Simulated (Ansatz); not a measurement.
SiMo, first-principles data

SiMo:
```xyz
2
Lattice="3.0962 0.0000 0.0000 -1.5481 2.6814 0.0000 0.0000 0.0000 3.5014" Properties=species:S:1:pos:R:3 pbc="T T T"
Si     0.0000     0.0000     0.0000
Mo     0.0000     1.7876     1.7507
```

Space group P-6m2 (No. 187); conventional cell a = b = 3.096 Å, c = 3.501 Å, α = β = 90.00°, γ = 120.00°.

Method: PBEsol in the plane-wave PAW code Ansatz. Structure relaxed to zero pressure with the same functional. Other levels are named where they apply.

**Cell and energy**

| Quantity | Value |
|---|---|
| Volume per atom | 14.53 Å³ |
| Density | 7.09 g/cm³ |
| Formation energy from the elements (no fitted shifts) | -0.35 eV/atom |

**Electronic structure**

| Item | Value |
|---|---|
| Electronic character | metallic (no gap) |
| Density of states at the Fermi level | 0.39 states/eV per atom (mean over ±0.08 eV) |
| Gap with spin–orbit coupling | none (metallic) |

**Mechanics**

| Quantity | Result |
|---|---|
| Bulk modulus (Birch–Murnaghan fit) | 207 GPa |
| Pressure derivative B′ | 4.3 |
| Elastic constants (relaxed ions, GPa) | C11 = 278, C12 = 141, C13 = 185, C33 = 393, C44 = 191 |
| Mechanical stability | stable (all eigenvalues of C positive) |
| Hill bulk and shear moduli | 213 and 106 GPa |
| Young's modulus | 274 GPa |
| Poisson's ratio | 0.29 |
| Debye temperature from the elastic constants | 527 K |

**Phonons**

| Quantity | Value |
|---|---|
| Highest zone-centre frequency | 414 cm⁻¹ |
| Zone-centre stability | no imaginary mode at Γ |

The first step of the workflow began from a Materials Project structure, measured or hypothetical; the Crystallography Open Database copy checked does not list it. Its standing as an ambient phase is unchecked. Symmetry was held in the PBEsol relaxation. The run is not spin-polarised. As this level gives no gap, shear constants depend on the k-mesh and smearing (Fermi–Dirac, 0.1 eV here). As this level gives no gap, phonon frequencies hold no LO–TO term and depend on the k-mesh and smearing (Fermi–Dirac, 0.1 eV here). The references are the lowest solids computed at this level, not always the standard phases. Scalar-relativistic: spin–orbit coupling is off unless named, which matters more the heavier the elements.

Potentials: the later of the program's two PAW sets.
